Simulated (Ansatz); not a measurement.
MoGeN4Si, Janus MA2Z4-type layer, relaxed and computed with two functionals in Ansatz (plane waves, PAW).

```csv
functional,a (Å),thickness (Å),gap (eV),IP (eV)
PBE,…,…,…,…
r²SCAN+D4,2.939,7.14,1.47,5.75
```

What belongs in the gaps?


- PBE, a (Å): 2.964
- PBE, thickness (Å): 7.22
- PBE, gap (eV): 1.33
- PBE, IP (eV): 5.69

All cells were relaxed under the symmetry of their starts (and spin orders); stability against distortions was not tested throughout. Rows with no word on spin ran without spin polarisation. Scalar-relativistic: spin–orbit coupling is off unless named, which matters more the heavier the elements. Constructed layers (a layer type filled with these elements): MoGeN4Si, Janus MA2Z4-type layer; MoGeN4Si, Janus MA2Z4-type layer.

Potentials: the later of the program's two PAW sets.

Ansatz (an electronic-structure program) is a plane-wave DFT program.
